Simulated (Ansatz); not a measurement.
Consider the following.

InSb:
```xyz
2
Lattice="4.3472 0.0000 0.0000 -2.1736 3.7648 0.0000 0.0000 0.0000 3.7141" Properties=species:S:1:pos:R:3 pbc="T T T"
In     0.0000     0.0000     0.0000
Sb     2.1736     1.2549     1.8571
```

This is the PBE-relaxed structure.

Question: All from PBE (plane waves, PAW; program Ansatz), unless another level is named. Give the electronic character.

Answer: metallic (no gap).

Question: Give the density of states at the Fermi level.

Answer: 0.53 states/eV per atom (mean over ±0.08 eV).

Question: Next, the formation energy from the elements (no fitted shifts)?

Answer: 0.079 eV/atom.

Space group P-6m2. The cell is a constructed one: a structure type filled with these elements; neither database checked (COD, Materials Project) lists it. It is not the phase usual at ambient conditions (space group No. 216). The cell was relaxed with PBE under the symmetry of its start; its stability against distortions is not shown here. The references are the lowest solids computed at this level, not always the standard phases. Spin–orbit coupling is left out wherever it is not named.

Potentials: the later of the program's two PAW sets.
